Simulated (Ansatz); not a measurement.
Relaxed-ion elastic tensor of TiSi in space group Pnma (No. 62; Ti on 4c, Si on 4c) in GPa (Voigt order), PBEsol in the plane-wave PAW code Ansatz; density 4.35 g/cm³, 14.50 Å³ per atom.

|  | 1 | 2 | 3 | 4 | 5 | 6 |
|---|---|---|---|---|---|---|
| 1 | 230 | 120 | 85.0 | 0.0 | 0.0 | 0.0 |
| 2 | 120 | 282 | 80.3 | 0.0 | 0.0 | 0.0 |
| 3 | 85.0 | 80.3 | 324 | 0.0 | 0.0 | 0.0 |
| 4 | 0.0 | 0.0 | 0.0 | 98.0 | 0.0 | 0.0 |
| 5 | 0.0 | 0.0 | 0.0 | 0.0 | 101 | 0.0 |
| 6 | 0.0 | 0.0 | 0.0 | 0.0 | 0.0 | 159 |

Q: Is the crystal mechanically stable?

A: Yes: the smallest eigenvalue of C is 98.0 GPa.

Q: Work out the Voigt, Reuss and Hill averages.

A: K_V = 156, K_R = 155, K_H = 156; G_V = 108, G_R = 99.7, G_H = 104 GPa.

Q: Give Young's modulus, Poisson's ratio, Pugh's ratio and the universal anisotropy index.

A: E = 9KG/(3K + G) = 255 GPa; ν = 0.23; K/G = 1.50 (brittle by the Pugh limit of 1.75); A_U = 5G_V/G_R + K_V/K_R − 6 = 0.43.

Q: Estimate the sound speeds and the Debye temperature.

A: v_l = √((K + 4G/3)/ρ) = 8230 m/s, v_t = √(G/ρ) = 4890 m/s, mean 5410 m/s; Θ = (h/k)(3n/4πV)^(1/3) v_m = 661 K.

Q: How much does each axis shrink under pressure?

A: Linear compressibilities β_i = Σ_j S_ij (j = 1 to 3): x 2.7, y 1.9, z 1.9 per TPa.

The first step of the workflow began from a Materials Project structure, measured or hypothetical; the Crystallography Open Database copy checked does not list it. COD files the formula under space group No. 25. Its standing as an ambient phase is unchecked. The PBEsol relaxation kept the symmetry of its start; its stability against distortions is not shown here. The run is not spin-polarised. As this level gives no gap, shear constants depend on the k-mesh and smearing (Fermi–Dirac, 0.1 eV here).

Potentials: the earlier of the program's two PAW sets. The files were generated under PBE; for other functionals the program regenerates the frozen cores, and for LDA and PBEsol the local potential too.
